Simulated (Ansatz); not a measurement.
The start is a relaxed InP cell with every coordinate shifted by Gaussian noise of σ = 0.3 Å. The cell and all atomic positions are relaxed at zero pressure with PBEsol (plane waves to 420 eV, PAW, scalar-relativistic; Ansatz, a program for electronic structure). The first steps use a coarse 7×7×7 k-mesh.

Initial structure:
```
CELL_PARAMETERS angstrom
      0.00000     2.93939     2.93939
      2.93939     0.00000     2.93939
      2.93939     2.93939     0.00000
ATOMIC_POSITIONS crystal
  P  0.63270 0.87596 0.79943
  In 0.03132 0.99858 0.97696
```

- Initial pressure = +11.4 GPa (positive: the cell is compressed)
- Energy released = 0.89 eV/atom
- Relative to the parent = It returns to the parent structure, F-43m (No. 216)
- Shortest distances (start → end) = The closest pairs of elements (up to four, under 3.6 Å), start → end: In–P 2.08 → 2.55 Å
- Band gap at the end = 0.57 eV, direct at Γ (no spin-orbit coupling)
- Optimiser moves = 4

Relaxed structure:

Space group F-43m (No. 216); a = 5.8786 Å, b = 5.8786 Å, c = 5.8786 Å, α = 90.00°, β = 90.00°, γ = 90.00°

```
atom  site  symmetry       x       y       z
----  ----  --------  ------  ------  ------
P       4b      -43m  0.5000  0.5000  0.5000
In      4d      -43m  0.7500  0.7500  0.7500
```
(The calculation used a cell of 2 atoms; values per cell refer to that cell.)

Final values are on a 10×10×10 k-mesh of the relaxed cell. No spin polarisation in the result.
